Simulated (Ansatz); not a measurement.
Level of theory: Ansatz, DFT PBE, scalar-relativistic, plane waves, PAW. Cutoff 420 eV, Γ-centred meshes of about 0.25 Å⁻¹ or finer for metals and 0.3 Å⁻¹ for insulators (2π included), Gaussian smearing. No spin polarisation.

Relaxed structures of HfC₄, with energies over the first row. Coordination counts C atoms around Hf (those within 1.25 times the shortest such distance or 1.15 times the sum of covalent radii; a slash parts the counts of unlike sites).

```
#    form             sites  V (Å³/atom)  coordination  ΔE (meV/atom)
1   P-3m1  Hf 1a, 2d; C 12j         11.0       Hf 6/12              0
2  I4/mmm       Hf 2a; C 8h         10.8         Hf 12            142
```

A further structure, relaxed alike:

```yaml
crystal:
  lattice:
    - [4.31686, 0.00000, 0.00000]
    - [0.00000, 4.49314, 0.00000]
    - [0.00000, 0.00000, 5.04001]
  atoms:
    - { symbol: Hf, position: [0.50000, 0.00000, 0.50000] }
    - { symbol: Hf, position: [0.00000, 0.00000, 0.00000] }
    - { symbol: C, position: [0.16632, 0.50000, 0.75214] }
    - { symbol: C, position: [0.33051, 0.50000, 0.50000] }
    - { symbol: C, position: [0.16632, 0.50000, 0.24786] }
    - { symbol: C, position: [0.33229, 0.50000, 0.00000] }
    - { symbol: C, position: [0.83368, 0.50000, 0.24786] }
    - { symbol: C, position: [0.66771, 0.50000, 0.00000] }
    - { symbol: C, position: [0.83368, 0.50000, 0.75214] }
    - { symbol: C, position: [0.66949, 0.50000, 0.50000] }
```

Q: Place it among the others.

A: It is the lowest, 33 meV/atom below row 1, with space group Pmmm (No. 47) and 9.8 Å³/atom. Counting C atoms around Hf, this cell has Hf 4/12 and row 1 has Hf 6/12. This cell and row 1 both hold C–C nets. Hf on its first site is surrounded by 4 C at 2.36 Å; Hf on its second site is surrounded by 12 C at 2.67 Å; around C on a site of symmetry m lie 3 C at 1.44–1.46 Å, 6 C at 2.49–2.54 Å and 2 Hf at 2.67 Å; around C on a site of symmetry 2mm lie 3 C at 1.46 Å and 2 Hf at 2.36 Å; 1 more site not described.

Even the lowest cell shown lies +0.31 eV/atom against the elements' standard structures at this level. These runs have no spin–orbit coupling, which can matter for Hf. With atoms moved at random, the further cell (by 128 meV/atom) fell into a lower structure and row 1 came back. Row 2 had no clear such test and can be a saddle point. Some candidate types were left out of the draw beforehand, so a known form may be missing.
